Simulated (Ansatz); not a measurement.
La$_{2}$O$_{3}$:
```yaml
crystal:
  lattice:
    - [3.94040, 0.00000, 0.00000]
    - [-1.97020, 3.41249, 0.00000]
    - [0.00000, 0.00000, 6.18755]
  atoms:
    - { symbol: La, position: [0.66667, 0.33333, 0.75263] }
    - { symbol: La, position: [0.33333, 0.66667, 0.24737] }
    - { symbol: O, position: [0.66667, 0.33333, 0.35470] }
    - { symbol: O, position: [0.33333, 0.66667, 0.64530] }
    - { symbol: O, position: [0.00000, 0.00000, 0.00000] }
```

Relaxed with PBE. Independent-particle spectrum: no excitons, no local fields, no scissors shift; 0.1 eV broadening; ε₁ of the summed bands alone.

**Question.** Tabulate the dielectric function from PBE (plane waves, PAW; program Ansatz).

**Answer.** 

| E (eV) | ε₁ xx | ε₂ xx | ε₁ zz | ε₂ zz |
|---|---|---|---|---|
| 0.0 | 4.75 | 0.00 | 4.62 | 0.00 |
| 0.5 | 4.77 | 0.00 | 4.64 | 0.00 |
| 1.0 | 4.83 | 0.00 | 4.70 | 0.00 |
| 1.5 | 4.92 | 0.00 | 4.80 | 0.00 |
| 2.0 | 5.08 | 0.00 | 4.95 | 0.00 |
| 2.5 | 5.30 | 0.00 | 5.17 | 0.00 |
| 3.0 | 5.64 | 0.00 | 5.51 | 0.00 |
| 3.5 | 6.20 | 0.00 | 6.07 | 0.00 |
| 4.0 | 7.46 | 0.03 | 7.39 | 0.07 |
| 4.5 | 8.13 | 2.36 | 7.40 | 2.23 |
| 5.0 | 6.83 | 4.59 | 8.56 | 3.52 |
| 5.5 | 6.55 | 5.32 | 6.03 | 6.66 |
| 6.0 | 5.21 | 6.37 | 3.39 | 5.76 |
| 6.5 | 3.25 | 5.71 | 3.46 | 6.25 |
| 7.0 | 5.16 | 6.32 | 3.91 | 5.58 |
| 7.5 | 1.70 | 5.96 | 0.87 | 6.47 |
| 8.0 | 1.78 | 5.03 | 1.20 | 4.19 |
| 8.5 | 2.53 | 4.78 | 2.55 | 5.07 |
| 9.0 | 1.76 | 5.02 | 2.27 | 7.13 |
| 9.5 | 1.06 | 7.12 | -0.75 | 5.55 |
| 10.0 | -3.80 | 6.69 | -3.56 | 4.42 |
| 10.5 | -3.02 | 3.12 | -2.37 | 1.74 |
| 11.0 | -1.97 | 1.86 | -1.35 | 1.10 |
| 11.5 | -1.75 | 1.76 | -0.87 | 0.93 |
| 12.0 | -1.11 | 1.06 | -0.35 | 0.64 |

**Question.** From ε at 5.4 eV (xx: 7.06 + 5.53i), find n, k, the normal reflectivity and the absorption coefficient.

**Answer.** n = 2.83, k = 0.977, R = 28 %, α = 2kE/ħc = 530000 cm⁻¹.

With all bands, ε∞ without local fields is 4.98 (xx = yy), 4.87 (zz). DFPT, with local fields, gives 4.81 (xx = yy), 4.69 (zz).

Space group P-3m1 (La2O3 or Ni2Al3 type). The cell was relaxed with PBE under the symmetry of its start; phonons on a q-mesh show no instability. Scalar-relativistic: spin–orbit coupling is off unless named, which matters more the heavier the elements.

Potentials: the later of the program's two PAW sets.
